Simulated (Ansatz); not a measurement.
HfB2: stiffness from a series of strains

```yaml
crystal:
  lattice:
    - [3.14000, 0.00000, 0.00000]
    - [-1.57000, 2.71932, 0.00000]
    - [0.00000, 0.00000, 3.48000]
  atoms:
    - { symbol: Hf, position: [0.00000, 0.00000, 0.00000] }
    - { symbol: B, position: [0.33333, 0.66667, 0.50000] }
    - { symbol: B, position: [0.66667, 0.33333, 0.50000] }
```

Atom numbers follow the list: Hf1, B2, B3.

The cell comes from COD entry 1510711, which wasn't checked; take it as a given geometry.

No spin–orbit coupling, which matters for the heavy atoms here.

Theory: DFT, PBEsol, all-electron LAPW, scalar-relativistic (Ansatz 0.2.0).

Numerical set-up: a Γ-centred 15×15×12 k mesh, Fermi–Dirac smearing of 0.03 eV, basis error target 1 meV/atom, no spin polarisation.

The strain is applied along the Cartesian axes of the cell as listed (the other components stay zero). Fractional coordinates are held (clamped ions).

σ is the change of stress from the unstrained cell, which is at -4.30 GPa; tension is positive, so slopes are stress–strain coefficients at that pressure. In a metal the k mesh adds noise.

Only quantities that a quadratic follows smoothly over the whole series are listed; rougher ones are left out.

```tsv
εxx = εyy	σzz (GPa)	σxx (GPa)
-0.0200	-5.08	-14.27
-0.0100	-2.42	-6.82
0.0000	0.00	0.00
0.0200	4.19	11.93
```

Problem. Fit the series and read off the stiffness at zero strain.

Solution. Least-squares fits y = p0 + p1 x + p2 x² to the rows give σzz (GPa): p1 = 232, p2 = -1100; σxx (GPa): p1 = 655, p2 = -2900. So C13 + C23 = 232 GPa and C11 + C12 = 655 GPa, for these axes.

Problem. One run, at εxx = εyy = 0.0100, is withheld. Predict its row.

Solution. The fits give 2.21, 6.26; the run gave 2.19, 6.24.
